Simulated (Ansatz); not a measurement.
Relaxed Pb (fcc, Cu type):

```
Pb
1.0
    0.00000     5.03412     5.03412
    2.51706     0.00000     2.51706
    2.51706     2.51706     0.00000
Pb
2
Direct
  0.00000   0.00000   0.00000
  0.50000   0.00000   0.00000
```

The atoms are displaced by Q × the pattern below (from a DFPT mode at L = (0.5, 0.0, 0.0), largest move 1; Q in Å), at fixed cell. It is one choice among 2 degenerate patterns. (q is in reciprocal vectors of the primitive cell; the cell shown is doubled to hold the pattern.)

```json
[
 {"atom": "Pb1", "x": "0.285", "y": "-0.520", "z": "0.805"},
 {"atom": "Pb2", "x": "-0.285", "y": "0.520", "z": "-0.805"}
]
```

Level of theory: PBE (plane waves to 420 eV, PAW, scalar-relativistic; Ansatz, a quantum-chemistry and plane-wave program). k mesh 8×16×16 (Γ-centred), Fermi-Dirac smearing 0.05 eV. E stands for the smeared free energy. With partly filled bands, energies and forces of such displacements shift with the k mesh and the smearing. Pb was relaxed with its symmetry unable to fall. Spin-orbit coupling is left out, though Pb is heavy. The PAW data are Ansatz's earlier set. The relaxed volume of Pb is well above the measured one; the method has no dispersion term. The zero of ΔE is the undisplaced structure. The last digit holds for this mesh only.

| Q (Å) | ΔE (meV/cell) |
|---|---|
| -0.2800 | 58.24 |
| -0.2333 | 40.46 |
| -0.1867 | 25.69 |
| -0.1400 | withheld |
| -0.0933 | 6.27 |
| -0.0467 | 1.55 |
| 0.0000 | 0.00 |
| 0.0467 | 1.55 |
| 0.0933 | 6.27 |
| 0.1400 | withheld |
| 0.1867 | 25.69 |
| 0.2333 | 40.46 |
| 0.2800 | 58.24 |

**Question.** Fit an even polynomial form (powers 2, 4, 6) to the given rows and predict ΔE at Q = -0.1400.

**Answer.** Least squares on the 11 given rows: ΔE = (711.5)·Q² + (1005)·Q⁴ + (-7705)·Q⁶, in meV/cell with Q in Å; root-mean-square residual 0.005 meV/cell. At -0.1400 the fit gives 14.27 meV/cell; the calculation gives 14.28 meV/cell, so the interpolation is off by -0.01 (-0.1 %). The quadratic term alone would give 13.95 meV/cell.

(For displaced atoms, the force is minus the slope of the energy, and its curvature is a force constant, which sets phonon frequencies.)
